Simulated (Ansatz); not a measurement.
Relaxed-ion elastic tensor of Cu$_{3}$Au (Cu3Au type, Pm-3m) in GPa (Voigt order), the program Ansatz at the PBEsol level (PAW); density 12.57 g/cm³, 12.80 Å³ per atom.

```
 215   149   149   0.0   0.0   0.0
 149   215   149   0.0   0.0   0.0
 149   149   215   0.0   0.0   0.0
 0.0   0.0   0.0  79.6   0.0   0.0
 0.0   0.0   0.0   0.0  79.6   0.0
 0.0   0.0   0.0   0.0   0.0  79.6
```

Task: Is the crystal mechanically stable?

Result: Yes: the smallest eigenvalue of C is 66.6 GPa.

Task: Work out the Voigt, Reuss and Hill averages.

Result: K_V = 171, K_R = 171, K_H = 171; G_V = 61.1, G_R = 51.2, G_H = 56.1 GPa.

Task: Give Young's modulus, Poisson's ratio, Pugh's ratio and the universal anisotropy index.

Result: E = 9KG/(3K + G) = 152 GPa; ν = 0.35; K/G = 3.04 (ductile by the Pugh limit of 1.75); A_U = 5G_V/G_R + K_V/K_R − 6 = 0.97.

Task: Estimate the sound speeds and the Debye temperature.

Result: v_l = √((K + 4G/3)/ρ) = 4420 m/s, v_t = √(G/ρ) = 2110 m/s, mean 2380 m/s; Θ = (h/k)(3n/4πV)^(1/3) v_m = 302 K.

Task: Give the Zener ratio and Young's modulus along [100], [110] and [111].

Result: A = 2C44/(C11 − C12) = 2.39; 1/E = S11 − 2(S11 − S12 − S44/2)Γ with Γ = 0, 1/4, 1/3 gives 93.8, 159, 207 GPa.

The cell was relaxed with PBEsol under the symmetry of its start. The run is not spin-polarised. As this level gives no gap, shear constants depend on the k-mesh and smearing (Fermi–Dirac, 0.1 eV here). Spin–orbit coupling is left out wherever it is not named.

Potentials: the later of the program's two PAW sets.
